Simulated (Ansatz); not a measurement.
## Electric field gradients in SiMo3

The cell is an entry of the Crystallography Open Database (COD), ions relaxed with PBE at fixed cell.

```yaml
crystal:
  lattice:
    - [4.89300, 0.00000, 0.00000]
    - [0.00000, 4.89300, 0.00000]
    - [0.00000, 0.00000, 4.89300]
  atoms:
    - { symbol: Si, position: [0.00000, 0.00000, 0.00000] }
    - { symbol: Si, position: [0.50000, 0.50000, 0.50000] }
    - { symbol: Mo, position: [0.25000, 0.00000, 0.50000] }
    - { symbol: Mo, position: [0.50000, 0.75000, 0.00000] }
    - { symbol: Mo, position: [0.75000, 0.00000, 0.50000] }
    - { symbol: Mo, position: [0.50000, 0.25000, 0.00000] }
    - { symbol: Mo, position: [0.00000, 0.50000, 0.75000] }
    - { symbol: Mo, position: [0.00000, 0.50000, 0.25000] }
```

Atoms are numbered from 1 in the order listed; like atoms form one site, named after its first atom.

The numbers come from a DFT calculation in Ansatz (LDA, plane waves and PAW, scalar-relativistic, 420 eV cutoff, Γ-centred 10×10×10 k-points, Fermi–Dirac smearing 0.05 eV).

C_Q = eQV_zz/h, which is 24.18 MHz for Q = 1 b and V_zz = 10²¹ V/m²; η = (V_xx − V_yy)/V_zz. Directions are in the Cartesian axes of the cell vectors above, for the atom listed; none is given where the gradient is under 0.02 or η is above 0.95.

| site | first atom | first shell | V_zz (10²¹ V/m²) | η | direction of V_zz (x, y, z) |
| --- | --- | --- | --- | --- | --- |
| Si | 1 | 12 Mo at 2.74 Å | 0.00 | – | – |
| Mo | 3 | 10 Mo at 2.45–3.00 Å, 4 Si at 2.74 Å | 3.40 | 0.00 | 1.00 0.00 0.00 |

An axis of threefold or higher order runs through Mo, so V_zz lies along it and η is zero. Si sits on a cubic site, where every gradient vanishes.

At this cell the LDA pressure is -9 GPa, so with LDA the cell would shrink if it were relaxed. The run finds no gap above 0.1 eV (a metal, or nearly one), so the gradients can move by 10 % or more with the k-mesh. Without spin–orbit coupling (the program notes it for Mo) the gradients can shift somewhat, as the gap is small.
